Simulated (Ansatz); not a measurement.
Ansatz input file:

```yaml
crystal:
  lattice:
    - [-3.43475039, 3.43475039, 3.5598668312]
    - [3.43475039, -3.43475039, 3.5598668312]
    - [3.43475039, 3.43475039, -3.5598668312]
  atoms:
    - { symbol: Cd, position: [0.875, 0.329267, 0.954267] }
    - { symbol: Cd, position: [0.375, 0.920733, 0.045733] }
    - { symbol: Cd, position: [0.670733, 0.625, 0.545733] }
    - { symbol: Cd, position: [0.079267, 0.125, 0.454267] }
basis:
  ecutwfc: 420
kpoints:
  mp_grid: { grid: [10, 10, 10] }
hamiltonian:
  xc: pbesol
scf:
  occupations: { method: gaussian, width: 0.1 }
output:
  forces: true
  stress: true
  eigenvalues: true
```

Launched with
```bash
ansatz run input.yaml --threads 1 --pin off --max-ram 1331MiB --backend cpu --events-out ev --progress --plain --runs-dir out
```

All numbers below come from DFT PBEsol, scalar-relativistic, plane waves, PAW (Ansatz).

Part of what the program printed, abridged:

```
Pseudopotentials: kind: paw
Pseudopotential: Cd, paw, valence charge 20, recommended cutoff 420 eV (normal)
Functional definition: PBEsol
Crystal: 4 atoms, lattice volume = 167.990 Å³
Basis set: ecut = 420 eV, 3271 PW (Γ), exchange–correlation on 90×90×90 points (8 copies of the dense FFT grid, shifted against one another)
Bands: 48, of which v1, the nominal top of the filled ones, is band 40 counted from 1 (39 counted from 0)
Symmetry: 8 space group operations
Space group: I-42d (ITA 122), of the structure as read, at distance tolerance 5.5e-5 Å
k-points: 102 of 1000 (time reversal used)
Initial density: superposition of atomic densities (neutral atoms: chi_scale 0, normalization atom), corrected by the library's trained network
Initial wavefunctions: pseudopotential atomic-orbital guess
Functional: x = pbesol(κ = 0.804, μ = 0.12345679), c = pbesol(β = 0.046)
SCF iter   1: F=—  HF=-32733.514486 eV  |F-HF|=—  |Δ(HF+E_count)|=         —  Δρ=2.81e-3  dr2=8.56e-3  ethr=1.77e-3  ⟨swp⟩=7.2  Hψ=17981  notcnv=0  defer=3
SCF iter   2: F=—  HF=-32733.513225 eV  |F-HF|=—  |Δ(HF+E_count)|=   1.26e-3  Δρ=8.97e-4  dr2=1.15e-3  ethr=1.07e-5  ⟨swp⟩=2.1  Hψ=8115  notcnv=0  defer=6
SCF iter   3: F=—  HF=-32733.513241 eV  |F-HF|=—  |Δ(HF+E_count)|=   1.58e-5  Δρ=3.73e-4  dr2=3.52e-4  ethr=1.43e-6  ⟨swp⟩=2.4  Hψ=7076  notcnv=0  defer=6
SCF iter   4: F=—  HF=-32733.513315 eV  |F-HF|=—  |Δ(HF+E_count)|=   7.49e-5  Δρ=9.64e-5  dr2=3.97e-5  ethr=4.40e-7  ⟨swp⟩=2.0  Hψ=5037  notcnv=0  defer=6
SCF iter   5: F=—  HF=-32733.513379 eV  |F-HF|=—  |Δ(HF+E_count)|=   6.31e-5  Δρ=3.97e-5  dr2=6.17e-6  ethr=4.96e-8  ⟨swp⟩=2.0  Hψ=7079  notcnv=0  defer=6
SCF iter   6: F=—  HF=-32733.513381 eV  |F-HF|=—  |Δ(HF+E_count)|=   1.87e-6  Δρ=1.85e-5  dr2=1.14e-6  ethr=7.72e-9  ⟨swp⟩=3.0  Hψ=7109  notcnv=0  defer=6
SCF iter   7: F=-32733.513381 eV  HF=-32733.513381 eV  |F-HF|=1.36e-8  |Δ(HF+E_count)|=   2.34e-7  Δρ=3.68e-6  dr2=3.05e-8  ethr=1.25e-10  ⟨swp⟩=7.2  Hψ=20364  notcnv=0
SCF 1 converged in 7 iterations: F = -32733.513381 eV  dr2 = 3.05e-8
SCF converged after 7 iterations
Free energy (F): -32733.513381 eV
Harris-Foulkes:  -32733.513381 eV  (|F-HF|=1.36e-8)
Internal energy: -32733.508268 eV  (E = F + TS)
E sigma→0 (E₀):  -32733.510824 eV
Entropy (-TS):   -0.005113 eV (-1.278 meV/atom)
Fermi energy:    5.304342 eV
--- Per-component energies (eV) ---
  E_band       = -2241.407212
  E_kinetic    = 2016.180956
  E_local      = -16020.390258  (includes V_loc(G=0)·N_el)
  E_nonlocal   = 142.083505
  E_hartree    = 7328.443568
  E_xc         = -694.309960
  E_vxc        = -873.820627  (∫ρ·V_xc dr)
  E_paw        = -16056.181751  (= ΣΔE_a)
  E_vpaw       = -2162.345192  (= ΣTr[D̂ρ^β])
  E_aug_tail   = 0.000050  (compensation charges beyond the density's cutoff)
  E_ewald      = -9450.702216
  E_core_change = 1.367839  (= ΣΔE_core)
  E_smearing   = -0.005113  (= −TS)
--- Forces (eV/Å), atoms counted from 1 ---
  atom   1  Cd    -0.11106766     0.00000000     0.00000000
  atom   2  Cd     0.11106766     0.00000000     0.00000000
  atom   3  Cd     0.00000000     0.11106766     0.00000000
  atom   4  Cd     0.00000000    -0.11106766     0.00000000
--- Stress (GPa, compression-positive) ---
       -3.443767       0.000000       0.000000
        0.000000      -3.443767       0.000000
        0.000000       0.000000      -3.786873
  P = ⅓ Tr σ = -3.5581 GPa (-35.581 kbar)
--- Band table (eV; the first three rows and the last of 102) ---
  k-point 0: bands = ["-96.6980", "-96.6979", "-96.6979", "-96.6979", "-57.7906", "-57.7906", "-57.7902", "-57.7899", "-57.7889", "-57.7886", "-57.7886", "-57.7885", "-57.7800", "-57.7800", "-57.7790", "-57.7774", "-2.8776", "-2.8160", "-2.7947", "-2.7670", "-2.7163", "-2.6989", "-2.6935", "-2.6935", "-2.6917", "-2.6881", "-2.6419", "-2.6419", "-2.6088", "-2.6088", "-2.5580", "-2.5213", "-2.5213", "-2.4820", "-2.4772", "-2.4772", "0.1689", "5.1396", "5.1396", "5.5026", "6.6848", "6.6848", "7.4270", "7.4270", "7.7222", "8.0646", "8.0891", "8.2541"]
  k-point 1: bands = ["-96.6980", "-96.6979", "-96.6979", "-96.6979", "-57.7906", "-57.7906", "-57.7902", "-57.7899", "-57.7889", "-57.7887", "-57.7886", "-57.7885", "-57.7800", "-57.7800", "-57.7789", "-57.7774", "-2.8740", "-2.8130", "-2.7898", "-2.7733", "-2.7399", "-2.7295", "-2.7088", "-2.6994", "-2.6710", "-2.6586", "-2.6289", "-2.6244", "-2.6102", "-2.6065", "-2.5619", "-2.5224", "-2.5210", "-2.4886", "-2.4768", "-2.4761", "0.2333", "4.8390", "5.0854", "5.3082", "6.5052", "6.5306", "7.3716", "7.5136", "8.0627", "8.3653", "8.4019", "8.5624"]
  k-point 2: bands = ["-96.6980", "-96.6979", "-96.6979", "-96.6979", "-57.7906", "-57.7906", "-57.7902", "-57.7899", "-57.7889", "-57.7887", "-57.7886", "-57.7885", "-57.7801", "-57.7800", "-57.7788", "-57.7775", "-2.8641", "-2.8080", "-2.7924", "-2.7829", "-2.7637", "-2.7459", "-2.7260", "-2.7173", "-2.6514", "-2.6408", "-2.6199", "-2.6020", "-2.5984", "-2.5851", "-2.5721", "-2.5255", "-2.5225", "-2.5027", "-2.4749", "-2.4738", "0.4270", "4.0838", "4.9579", "5.0815", "6.1458", "6.1713", "7.4874", "7.7996", "8.7547", "8.9522", "9.1084", "9.2851"]
  k-point 101: bands = ["-96.6980", "-96.6980", "-96.6979", "-96.6979", "-57.7908", "-57.7908", "-57.7900", "-57.7900", "-57.7887", "-57.7887", "-57.7886", "-57.7886", "-57.7800", "-57.7800", "-57.7782", "-57.7782", "-2.8114", "-2.8114", "-2.7566", "-2.7566", "-2.7469", "-2.7469", "-2.7099", "-2.7099", "-2.6522", "-2.6522", "-2.6137", "-2.6137", "-2.6123", "-2.6123", "-2.5912", "-2.5912", "-2.5339", "-2.5339", "-2.4652", "-2.4652", "2.8921", "2.8921", "3.1500", "3.1500", "4.9954", "4.9954", "8.8311", "8.8311", "10.3138", "10.3138", "10.4040", "10.4040"]
```

The run converged.